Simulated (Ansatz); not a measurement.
Ansatz input file:

```yaml
crystal:
  lattice:
    - [0.0, 2.0161610118, 2.0161610118]
    - [2.0161610118, 0.0, 2.0161610118]
    - [2.0161610118, 2.0161610118, 0.0]
  atoms:
    - { symbol: Ta, position: [0.0, 0.0, 0.0] }
basis:
  ecutwfc: 500
kpoints:
  mp_grid: { grid: [18, 18, 18] }
hamiltonian:
  xc: r2scan
scf:
  occupations: { method: gaussian, width: 0.1 }
output:
  forces: true
  stress: true
  eigenvalues: true
```

Launched with
```bash
ansatz run input.yaml --threads 1 --pin off --max-ram 2560MiB --backend cpu --events-out ev --progress --plain --runs-dir out
```

All numbers below come from DFT r2SCAN, scalar-relativistic, plane waves, PAW (Ansatz).

From the run's log, abridged (iterations and final results):

```
SCF iter   1: F=—  HF=-9943.846826 eV  |F-HF|=—  |Δ(HF+E_count)|=         —  Δρ=7.28e-3  dr2=2.94e-3  dr2_τ=2.38e-2  ethr=1.77e-3  ⟨swp⟩=5.9  Hψ=12794  notcnv=0
SCF iter   2: F=—  HF=-9943.876009 eV  |F-HF|=—  |Δ(HF+E_count)|=   2.92e-2  Δρ=4.23e-3  dr2=8.52e-4  dr2_τ=2.32e-4  ethr=2.26e-5  ⟨swp⟩=2.8  Hψ=5629  notcnv=0  defer=65
SCF iter   3: F=—  HF=-9943.877113 eV  |F-HF|=—  |Δ(HF+E_count)|=   1.10e-3  Δρ=7.05e-4  dr2=2.26e-5  dr2_τ=2.13e-5  ethr=6.56e-6  ⟨swp⟩=3.0  Hψ=3347  notcnv=0  defer=65
SCF iter   4: F=—  HF=-9943.877133 eV  |F-HF|=—  |Δ(HF+E_count)|=   2.06e-5  Δρ=5.93e-5  dr2=2.18e-7  dr2_τ=1.20e-7  ethr=1.74e-7  ⟨swp⟩=3.0  Hψ=3363  notcnv=0  defer=65
SCF iter   5: F=-9943.877134 eV  HF=-9943.877134 eV  |F-HF|=4.75e-9  |Δ(HF+E_count)|=   1.45e-7  Δρ=8.72e-6  dr2=2.06e-9  dr2_τ=2.35e-9  ethr=1.68e-9  ⟨swp⟩=2.6  Hψ=3028  notcnv=0  defer=65
SCF iter   6: F=-9943.877134 eV  HF=-9943.877134 eV  |F-HF|=1.84e-10  |Δ(HF+E_count)|=   5.28e-9  Δρ=1.51e-6  dr2=1.13e-10  dr2_τ=5.42e-11  ethr=1.59e-11  ⟨swp⟩=3.5  Hψ=8048  notcnv=0
SCF 1 converged in 6 iterations: F = -9943.877134 eV  dr2 = 1.13e-10
SCF converged after 6 iterations
Free energy (F): -9943.877134 eV
Harris-Foulkes:  -9943.877134 eV  (|F-HF|=1.84e-10)
Internal energy: -9943.871691 eV  (E = F + TS)
E sigma→0 (E₀):  -9943.874412 eV
Entropy (-TS):   -0.005442 eV (-5.442 meV/atom)
Fermi energy:    21.046528 eV
--- Per-component energies (eV) ---
  E_band       = -88.193561
  E_kinetic    = 371.339346
  E_local      = -493.399719  (includes V_loc(G=0)·N_el)
  E_nonlocal   = 16.032277
  E_hartree    = 175.911917
  E_xc         = -205.861554
  E_vxc        = -224.111525  (∫ρ·V_xc dr)
  E_paw        = -8423.636437  (= ΣΔE_a)
  E_vpaw       = -121.197066  (= ΣTr[D̂ρ^β])
  E_aug_tail   = 0.000074  (compensation charges beyond the density's cutoff)
  E_vtau       = 11.319303  (kinetic-family band-sum trace: ∫τ·v_τ [+ j·A + Jᵃ·Aᵃ] dr)
  E_ewald      = -1383.501315
  E_core_change = -0.756280  (= ΣΔE_core)
  E_smearing   = -0.005442  (= −TS)
--- Forces (eV/Å), atoms counted from 1 ---
  atom   1  Ta     0.00000000     0.00000000     0.00000000
--- Stress (GPa, compression-positive) ---
       31.589563       0.000000       0.000000
        0.000000      31.589563       0.000000
        0.000000       0.000000      31.589563
  P = ⅓ Tr σ = 31.5896 GPa (315.896 kbar)
--- Band table (eV; the first three rows and the last of 195) ---
  k-point 0: bands = ["-48.0974", "-13.2191", "-13.2191", "-13.2191", "11.9388", "21.4527", "21.4527", "21.4527", "25.3073", "25.3073", "33.9020"]
  k-point 1: bands = ["-48.0921", "-13.2745", "-13.2257", "-13.2257", "12.0916", "21.3111", "21.5259", "21.5259", "25.2258", "25.2258", "34.2247"]
  k-point 2: bands = ["-48.0769", "-13.4316", "-13.2447", "-13.2447", "12.5315", "20.9495", "21.7177", "21.7177", "25.0387", "25.0387", "35.0737"]
  k-point 194: bands = ["-47.8616", "-14.3886", "-14.2210", "-13.8382", "17.4734", "19.0348", "20.2124", "23.6506", "28.9441", "32.9883", "33.4545"]
```

Self-consistency was reached.

Time: 14 s on 1 thread of Intel(R) Xeon(R) Processor @ 2.50GHz (Skylake/Cascade Lake), with other jobs on the host, peak memory 0.4 GiB.

Spin–orbit coupling is left out, which can shift energies with elements as heavy as these.